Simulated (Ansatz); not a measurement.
Sr (Fm-3m), an elastic constant from a strain scan

Level of theory: DFT PBE, scalar-relativistic, plane waves, PAW in Ansatz. Cutoff 420 eV, Γ-centred 14×14×14 k-points, Gaussian smearing of 0.15 eV. No spin polarisation. Energies are free energies at this smearing, counted from the undisturbed cell; pressure is positive in compression.

The starting cell (as given, not relaxed at this level; it stands at -0.3 GPa):

```
Sr
1.0
     0.00000    3.04235    3.04235
     3.04235    0.00000    3.04235
     3.04235    3.04235    0.00000
Sr
1
Direct
  0.00000 0.00000 0.00000
```

The cell is strained by ε times the Voigt pattern (0, 0, 0, 0, 0, 1) (xx, yy, zz, yz, xz, xy; engineering shear) with fractional coordinates fixed. The cell holds 1 atom in V0 = 56.32 Å³. The stress column is τ = (1/V0) dE/dε, got from the stress tensor σ (compression positive) at each point as −det(1 + εP) σ : P(1 + εP)⁻¹, with P the pattern as a tensor.

```
      ε  ΔE (meV/atom)  τ (GPa)
-0.0175          0.539   -0.176
-0.0150          0.396   -0.150
-0.0100          0.176   -0.100
-0.0050          0.044   -0.050
 0.0000          0.000    0.000
 0.0050          0.044    0.050
 0.0100          0.176    0.100
 0.0150          0.396    0.150
 0.0175          0.539    0.176
 0.0200              ?        ?
```

Problem. Which combination of elastic constants does this scan measure, and how large is it?

Solution. For small ε, τ = τ0 + Kε with K = pᵀCp, which for this pattern is C44 in the cubic axes. The parabola through τ at ε = -0.0050, 0 and 0.0050 has slope K = 10.0 GPa at zero. The energies per cell, E = NΔE, of the wider pair ε = ±0.0175 give K = 2[E(ε₊)/ε₊ − E(ε₋)/ε₋]/[(ε₊ − ε₋)V0] = 10.0 GPa, in agreement.

Problem. Predict the withheld row at ε = 0.0200 from the harmonic law, and compare.

Solution. ΔE = V0(τ0 ε + Kε²/2)/N = 0.703 meV/atom and τ = 0.20 GPa. The calculation gives 0.705 meV/atom and 0.20 GPa, a miss of 0.01 meV/atom at most, so the harmonic law still holds here.

In a metal these slopes depend on the k mesh and the smearing.